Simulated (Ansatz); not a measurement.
This guess for Sr5I2 is about to be relaxed.

```cif
data_structure
_symmetry_space_group_name_H-M 'P4/mmm'
_symmetry_Int_Tables_number 123
_cell_length_a 6.1047
_cell_length_b 6.1047
_cell_length_c 7.5497
_cell_angle_alpha 90.000
_cell_angle_beta 90.000
_cell_angle_gamma 90.000
_cell_volume 281.36
loop_
_atom_site_label
_atom_site_type_symbol
_atom_site_symmetry_multiplicity
_atom_site_Wyckoff_symbol
_atom_site_fract_x
_atom_site_fract_y
_atom_site_fract_z
_atom_site_occupancy
Sr1 Sr 4 i 0.00000 0.50000 0.25860 1
Sr2 Sr 1 d 0.50000 0.50000 0.50000 1
I1 I 2 h 0.50000 0.50000 0.77234 1
```

The calculation used DFT PBE, scalar-relativistic, plane waves, PAW in Ansatz 0.2.0. Cutoff 420 eV, Gaussian smearing, Γ-centred meshes. Cell and atoms relax first on a coarse mesh and then on a finer one. In between, the cell is made exact in the group found at 0.06 Å. In metals the finer mesh still leaves noise of several meV/atom or more. The steps can't lower the symmetry of their start. No spin polarisation.

A guess keeps its type if space group and coordination stay and the shape of the cell changes little (axis ratios within about 15 %, angles within 6°); the volume may change.

Question: Does this structure survive the relaxation?

Answer: It doesn't keep its type. The symmetry stays P4/mmm (No. 123). The volume per atom grows by 71.4 %, from 40.2 to 68.9 Å³. The shortest distance goes from 2.06 Å (Sr–I) to 3.51 Å (Sr–I). The ratio c/a of the conventional cell changes by a factor of 2.33. Counting neighbours within 15 % of an atom's shortest distance, the start has I 1, Sr 2 and the end I 4, Sr 6/8. In detail, at the end Sr on a site of symmetry 2mm is surrounded by 2 I at 3.51 Å, 4 Sr at 3.89 Å and 2 Sr at 4.39 Å; around Sr on a site of symmetry 4/mmm lie 8 Sr at 4.39 Å, 4 Sr at 5.51 Å and 2 I at 5.60 Å; I is surrounded by 4 Sr at 3.51 Å, 1 I at 4.70 Å, 4 I at 5.51 Å and 1 Sr at 5.60 Å.

```cif
data_structure
_symmetry_space_group_name_H-M 'P 1'
_symmetry_Int_Tables_number 1
_cell_length_a 5.5079
_cell_length_b 5.5079
_cell_length_c 15.8941
_cell_angle_alpha 90.000
_cell_angle_beta 90.000
_cell_angle_gamma 90.000
_cell_volume 482.18
loop_
_atom_site_label
_atom_site_type_symbol
_atom_site_fract_x
_atom_site_fract_y
_atom_site_fract_z
_atom_site_occupancy
Sr1 Sr 0.00000 0.50000 0.28459 1
Sr2 Sr 0.50000 0.00000 0.71541 1
Sr3 Sr 0.00000 0.50000 0.71541 1
Sr4 Sr 0.50000 0.00000 0.28459 1
Sr5 Sr 0.50000 0.50000 0.50000 1
I1 I 0.50000 0.50000 0.85210 1
I2 I 0.50000 0.50000 0.14790 1
```

The last run used an 8×8×4 mesh (in the run's order of axes) for its 7-atom cell and Gaussian smearing of 0.10 eV. Weakly bound directions are ill-defined at this level, which has no dispersion term. These runs have no spin–orbit coupling, which can matter for I. The cell is a metal run without spin; a magnetic state may lie lower. A structure relaxed within its symmetry needn't be a true minimum.

In counts of neighbours, a slash parts the counts of unlike sites.
